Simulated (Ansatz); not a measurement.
Mg (9R (Sm type), R-3m) under volume change, PBEsol in the plane-wave PAW code Ansatz, shape and atoms relaxed at each volume.

```
V (Å³/atom)  E − E(relaxed) (meV/atom)  P (GPa)
-----------  -------------------------  -------
20.515                            24.8     4.23
21.192                            10.5     2.61
21.868                             2.5     1.21
22.544                             0.0     0.00
23.221                             2.2    -1.04
23.897                             ___      ___
24.573                             ___      ___
```

Question: What belongs in the gaps?

Answer: 
- 24.573, E − E(relaxed) (meV/atom): 18.4
- 24.573, P (GPa): -2.70
- 23.897, E − E(relaxed) (meV/atom): 8.6
- 23.897, P (GPa): -1.93

Question: What does a third-order Birch–Murnaghan fit give for V₀, B₀ and B′?

Answer: V₀ = 22.55 Å³/atom, B₀ = 37.2 GPa, B′ = 4.0.

The first step of the workflow began from a Materials Project structure, measured or hypothetical; the Crystallography Open Database copy checked does not list it. It is not the phase usual at ambient conditions (space group No. 194). The cell was relaxed with PBEsol under the symmetry of its start; whether a distortion lowers the energy is not shown.

Potentials: the earlier of the program's two PAW sets. The files were generated under PBE; for other functionals the program regenerates the frozen cores, and for LDA and PBEsol the local potential too.
